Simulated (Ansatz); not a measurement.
# MgZn7O8 — Mg-25 NMR of the central transition

Cell: a Materials Project structure (computed, not necessarily an observed phase), taken as it stands.

Space group P3m1 (No. 156); a = 6.4904, c = 5.2022 Å, γ = 120.00°.

```
site  Wyckoff  site symmetry       x       y       z
  Mg       1a            3m.  0.0000  0.0000  0.4994
 Zn2       3d            .m.  0.4992  0.9984  0.4976
 Zn3       3d            .m.  0.1667  0.8333  0.0003
 Zn8       1c            3m.  0.6667  0.3333  0.9983
  O9       1a            3m.  0.0000  0.0000  0.8787
 O10       1c            3m.  0.6667  0.3333  0.3801
 O11       3d            .m.  0.0004  0.5002  0.8796
 O14       3d            .m.  0.1657  0.8343  0.3810
```

One atom of each set is listed.

Computed with Ansatz: DFT, PBE, plane waves and PAW (field gradients read without the response of the frozen cores, which leaves them typically 4 to 6 % off), scalar-relativistic, 420 eV cutoff, Γ-centred 4×4×5 k-points, Fermi–Dirac smearing 0.02 eV.

Mg-25 has I = 5/2 and Q = 199.4 mb (Pyykkö 2018); at 23.5 T its Larmor frequency is ν₀ = 61.3 MHz. Only the quadrupole interaction is simulated: positions count from each site's isotropic chemical shift, and J coupling is left out, as are shift anisotropy and dipolar coupling, which fast spinning averages.

**Question.** Give C_Q, η, the quadrupolar product P_Q = |C_Q|(1 + η²/3)^½, the second-order isotropic shift and the breadth of the pattern (fast magic-angle spinning) for each Mg site.

**Answer.** 

| site | first shell | C_Q (MHz) | η | P_Q (MHz) | δ_QIS (ppm) | breadth (kHz) |
| --- | --- | --- | --- | --- | --- | --- |
| Mg | 4 O at 1.96–1.97 Å; also 1 O at 3.23 Å | 1.29 | 0.00 | 1.29 | -2.67 | 0.351 |

δ_QIS = −(ν_Q²/30ν₀²)[I(I+1) − 3/4](1 + η²/3) × 10⁶ ppm with ν_Q = 3|C_Q|/[2I(2I−1)]; it falls as 1/B₀² in ppm, and the breadth as 1/B₀ in kHz.

An axis of threefold or higher order runs through Mg, so V_zz lies along it and η is zero.

At this cell the PBE pressure is 5 GPa, so with PBE the cell would grow if it were relaxed. The entry's cell may itself be off.

The run took 17 s of wall time (17 s of CPU time) and 0.51 GiB at its peak, on 1 thread of Intel Xeon 6975P-C (Granite Rapids) (x86_64; 16 cores open to the job, memory cap 3.0 GiB, no GPU), a shared host with a load of 0.4 a core.
